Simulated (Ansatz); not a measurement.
## Cr3Co: reading a single point

```
Co Cr
1.0
     2.48229    4.29944    0.00000
    -2.48229    4.29944    0.00000
     0.00000    0.00000    3.98484
Co Cr
2 6
Cartesian
  -0.0002 2.8664 0.9962
  -0.0002 5.7324 2.9886
  0.0000 7.1629 0.9962
  -1.2387 3.5814 2.9886
  -1.2387 5.0175 0.9962
  0.0000 1.4360 2.9886
  1.2387 5.0175 0.9962
  1.2387 3.5814 2.9886
```

Single point in Ansatz 0.2.0 with LDA, no spin polarisation. Cutoff 420 eV, PAW datasets, 6×6×8 Γ-centred k mesh, methfessel-paxton filling (width 0.1017 eV).

Question: What do density and ELF say about some of the short contacts?

Answer: Co–Cr at 2.45 Å: least valence density 0.38 e/Å³ and ELF 0.29 there. Cr–Cr at 2.46 Å: least valence density 0.39 e/Å³ and ELF 0.28 there. These are pseudo-fields; inside the PAW spheres they differ from the all-electron ones.

Question: What happens at the Fermi level?

Answer: It is a metal, with about 14 states/eV a cell as the mean within 0.25 eV of the Fermi level, mostly Cr d (73 %) and Co d (19 %).

Question: Is the cell too large or too small?

Answer: The pressure is 0.0 GPa (compression positive), so with the atoms held at these fractions the cell is close to zero pressure.

Question: Which element gives electrons and which takes them?

Answer: Bader charges in e: Cr +0.23, Co -0.68. In the mean Cr gives up most and Co takes most.

Question: What is the formation energy?

Answer: 0.21 eV an atom against the elements' usual phases (free molecules for gases, crystals otherwise, with no correction for O₂ or N₂), so at this geometry it isn't bound against them. Relaxing would lower it.

Origin: a known structure type with other elements, at an estimated volume, so it need not be a known compound. Caveats: no spin polarisation, so a magnetic state may lie lower.

Cost: 3 min on 1 thread of Arm Neoverse N1, on a shared host, peak memory 0.52 GiB (start from a saved density). The time holds forces, stress, Bader, DOS, bands, ELF.
